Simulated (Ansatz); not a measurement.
# Slab of fcc Ag (110), 4 layers

The slab is cut from the fcc crystal, the stable phase, as relaxed on PAW files (17.85 Å³/atom), with 16 Å of vacuum and a dipole correction:

```
Ag
1.0
     2.93339    0.00000    0.00000
     0.00000    4.14844    0.00000
     0.00000    0.00000   20.40010
Ag
4
Direct
  0.25000 0.25000 0.39216
  0.75000 0.75000 0.46405
  0.25000 0.25000 0.53595
  0.75000 0.75000 0.60784
```

Level of theory: DFT with PBE, scalar-relativistic, in Ansatz 0.2.0; a Γ-centred 14×10×1 k mesh, Fermi–Dirac smearing of 0.08 eV, no spin polarisation. LAPW: all electrons, basis error target 1 meV/atom; PAW: frozen-core files, cutoff 420 eV.

The bulk energy comes from a cell in the slab's orientation on a 14×10×14 mesh. The surface energy is (E(slab) − N·E(bulk))/2A at zero smearing, the mean of both faces; thin slabs carry quantum-size effects.

As cut, the LAPW slab lies 1.412 eV above 4 atoms of bulk. What surface energy is that?

Over two faces of 12.17 Å² it is 58.0 meV/Å², and times 16.02 J/m² per eV/Å² that gives γ = 0.930 J/m².

What do relaxation and the other method give, and what work function comes out?



| method | γ as cut (J/m²) | γ relaxed (J/m²) | Φ as cut (eV) | Φ relaxed (eV) |
| --- | --- | --- | --- | --- |
| LAPW | 0.930 | 0.895 | 4.15 | 4.13 |
| PAW | 0.930 | 0.895 | 4.15 | 4.13 |

How do the spacings between the planes relax?

From the bottom face up: d12 -12.1 % of 1.467 Å, d23 +9.2 % of 1.467 Å, d34 -12.1 % of 1.467 Å.

What changes if the images along the normal are cut off in place of the dipole correction?

LAPW then gives: no gap, work function 4.13 eV; PAW: no gap, work function 4.13 eV.

What changes if relativity is switched off, at the same positions?

LAPW then gives: no gap, work function 3.90 eV.

A 3d core hole is made on one atom of each kind in every 1×1 cell (PAW hole dataset, neutral cell, valence without spin). What does it cost by layer?

layer 1 367.78 eV, layer 2 367.91 eV. Shifts between layers mean more than the absolute values, and a whole layer of holes screens otherwise than one hole.
